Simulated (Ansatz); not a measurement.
## MoS2 with Zr replacing Mo, one structure, two calculations

Cell: a supercell of MoS2 (space group P6_3/mmc) built from an entry of the Crystallography Open Database (COD), with the ions relaxed around the defect (PBE).

Space group P-6m2 (No. 187); a = 9.5070, c = 12.3240 Å, γ = 120.00°.

| site | Wyckoff | site symmetry | x | y | z |
| --- | --- | --- | --- | --- | --- |
| Zr | 1a | -6m2 | 0.0000 | 0.0000 | 0.0000 |
| Mo2 | 6l | m.. | 0.0021 | 0.3377 | 0.0000 |
| Mo6 | 1c | -6m2 | 0.3333 | 0.6667 | 0.0000 |
| Mo8 | 1e | -6m2 | 0.6667 | 0.3333 | 0.0000 |
| Mo10 | 3k | mm2 | 0.1111 | 0.8889 | 0.5000 |
| Mo12 | 3k | mm2 | 0.1111 | 0.5556 | 0.5000 |
| Mo14 | 3k | mm2 | 0.4444 | 0.2222 | 0.5000 |
| S19 | 2g | 3m. | 0.0000 | 0.0000 | 0.3733 |
| S20 | 12o | 1 | 0.0000 | 0.3333 | 0.3733 |
| S24 | 2h | 3m. | 0.3333 | 0.6667 | 0.3733 |
| S26 | 2i | 3m. | 0.6667 | 0.3333 | 0.3733 |
| S28 | 6n | .m. | 0.1173 | 0.8827 | 0.8708 |
| S30 | 6n | .m. | 0.1121 | 0.5560 | 0.8731 |
| S32 | 6n | .m. | 0.4438 | 0.2219 | 0.8743 |

One atom of each set is listed.

First run. The numbers come from a DFT calculation in Ansatz (PBE, plane waves and PAW, scalar-relativistic, 420 eV cutoff, Γ-centred 3×3×2 k-points, Fermi–Dirac smearing 0.01 eV).

```csv
site,V_zz (10²¹ V/m²),η
Zr,-4.90,0.00
Mo2,-6.66,0.64
Mo6,-6.08,0.00
Mo8,-7.06,0.00
Mo10,-7.53,0.01
Mo12,-7.38,0.01
Mo14,-7.31,0.00
S19,-5.39,0.00
S20,-5.02,0.01
S24,-4.94,0.00
S26,-5.10,0.00
S28,-6.72,0.60
S30,-4.62,0.03
S32,-5.11,0.05
```

Second run. The same atoms and settings, except that the functional is r2SCAN and the cutoff is 500 eV.

Problem. What does the second run give?

Solution. 

```json
{"site": "Zr", "V_zz": "-4.83", "η": "0.00", "change of V_zz": "+0.07"}
{"site": "Mo2", "V_zz": "-6.75", "η": "0.59", "change of V_zz": "-0.09"}
{"site": "Mo6", "V_zz": "-6.07", "η": "0.00", "change of V_zz": "+0.01"}
{"site": "Mo8", "V_zz": "-7.09", "η": "0.00", "change of V_zz": "-0.03"}
{"site": "Mo10", "V_zz": "-7.62", "η": "0.01", "change of V_zz": "-0.09"}
{"site": "Mo12", "V_zz": "-7.48", "η": "0.01", "change of V_zz": "-0.10"}
{"site": "Mo14", "V_zz": "-7.41", "η": "0.00", "change of V_zz": "-0.10"}
{"site": "S19", "V_zz": "-5.46", "η": "0.00", "change of V_zz": "-0.07"}
{"site": "S20", "V_zz": "-5.11", "η": "0.01", "change of V_zz": "-0.09"}
{"site": "S24", "V_zz": "-5.04", "η": "0.00", "change of V_zz": "-0.10"}
{"site": "S26", "V_zz": "-5.19", "η": "0.00", "change of V_zz": "-0.09"}
{"site": "S28", "V_zz": "-6.53", "η": "0.65", "change of V_zz": "+0.19"}
{"site": "S30", "V_zz": "-4.66", "η": "0.02", "change of V_zz": "-0.04"}
{"site": "S32", "V_zz": "-5.19", "η": "0.05", "change of V_zz": "-0.08"}
```

The largest change of V_zz is on S28, from -6.72 to -6.53. In per cent, |V_zz| changes by -1 on Zr, 0 to +1 on Mo, -3 to +2 on S (all sites that start above 2).

The run isn't spin-polarised, and a state with spin may lie lower. The defect repeats with the cell of 54 atoms, so it feels its images: sites between two images don't show the values beside a lone defect, and zeros or small values of η there can come from the images' arrangement. Mo and S carry a gradient in the pure host already, so the values there aren't the defect's effect alone. The relaxation keeps the site symmetry -6m2 of the start, so the impurity can't leave its site; a distortion that would localise the partly filled state isn't explored. The defect cell has no gap above 0.1 eV on its mesh, so the values can hang on the smearing and the k-mesh. Without spin–orbit coupling (the program notes it for Mo and Zr) the gradients can shift somewhat, as the gap is small.
